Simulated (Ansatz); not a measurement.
## Calculated field gradients at the nuclei for GePt under strain

The cell is a COD entry, relaxed with PBE at fixed cell and then changed (z stretched by 3 %, ions relaxed).

```xyz
8
Lattice="5.7320 0.0000 0.0000 0.0000 3.7010 0.0000 0.0000 0.0000 6.2706" Properties=species:S:1:pos:R:3 pbc="T T T"
Ge    4.6638    2.7757    3.6734
Ge    1.0682    0.9252    2.5972
Ge    3.9342    0.9252    0.5381
Ge    1.7978    2.7757    5.7325
Pt    5.7364    2.7757    1.2072
Pt   -0.0044    0.9252    5.0635
Pt    2.8616    0.9252    4.3425
Pt    2.8704    2.7757    1.9281
```

Atom numbers follow the list; atoms alike are taken as one site, whose name carries the number of the first.

The numbers come from a DFT calculation in Ansatz (PBE, plane waves and PAW, scalar-relativistic, 420 eV cutoff, Γ-centred 8×13×8 k-points, Fermi–Dirac smearing 0.05 eV).

C_Q = eQV_zz/h, which is 24.18 MHz for Q = 1 b and V_zz = 10²¹ V/m²; η = (V_xx − V_yy)/V_zz. ν_Q = 3|C_Q|/[2I(2I − 1)].

⁷³Ge: I = 9/2, Q = -196.0 mb. Nuclear quadrupole moments: year-2017 set (Pyykkö).

```tsv
site	atoms (order as listed)	first shell	C_Q (MHz)	η	ν_Q (MHz)
Ge	1, 2, 3, 4	6 Pt at 2.50–2.69 Å, 2 Ge at 3.02 Å	33.4	1.00	1.39
```

Pt has no stable isotope with a ground-state quadrupole moment in the table, so these sites are left out.

The run finds no gap above 0.1 eV (a metal, or nearly one), so the gradients can move by 10 % or more with the k-mesh. Without spin–orbit coupling the gradients at and beside Pt can be off by some per cent, at some sites by more. Where η is near 1 the sign of V_zz means little.

The relaxation (3 steps) took 2.5 min of wall time (2.5 min of CPU time) and 1.6 GiB at its peak, on 1 thread of Intel Xeon 6975P-C (Granite Rapids) (x86_64; 16 cores open to the job, memory cap 3.0 GiB, no GPU), a shared host with a load of 0.5 a core.
